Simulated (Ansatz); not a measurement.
## SrC$_{2}$ (R-3m), axial (c/a) deformation path

Level of theory: DFT PBEsol, scalar-relativistic, plane waves, PAW in Ansatz 0.2.0. Settings: plane waves to 420 eV, k-mesh 9×9×9 (Γ-centred), Gaussian smearing 0.05 eV. No spin polarisation. Energies are free energies at this smearing, counted from the undisturbed cell; pressure is positive in compression.

Zero of the scan (as given, not relaxed at this level; it stands at -3.0 GPa, and it needn't be the usual structure):

```xyz
3
Lattice="2.5173 1.4534 2.3067 -2.5173 1.4534 2.3067 0.0000 -2.9068 2.3067" Properties=species:S:1:pos:R:3 pbc="T T T"
Sr    0.0000    0.0000    0.0000
C     0.0000    0.0000    4.0936
C     0.0000    0.0000    2.8264
```

At fixed volume and fractional coordinates, lengths along (0.000, 0.000, 1.000) are scaled against those across it; ρ is that ratio over its starting value.

| ρ | ΔE (meV/atom) |
| --- | --- |
| 0.800 | 742.4 |
| 0.850 | 364.4 |
| 0.920 | 86.8 |
| 0.960 | 19.9 |
| 1.000 | 0.0 |
| 1.050 | 23.9 |
| 1.100 | 86.1 |
| 1.200 | 279.5 |
| 1.300 | 516.6 |

Task: Predict the gap on the mesh (eV) at each point.

Result:
| ρ | gap on the mesh (eV) |
| --- | --- |
| 0.800 | 1.64 |
| 0.850 | 1.73 |
| 0.920 | 1.78 |
| 0.960 | 1.76 |
| 1.000 | 1.70 |
| 1.050 | 1.60 |
| 1.100 | 1.47 |
| 1.200 | 1.13 |
| 1.300 | 0.73 |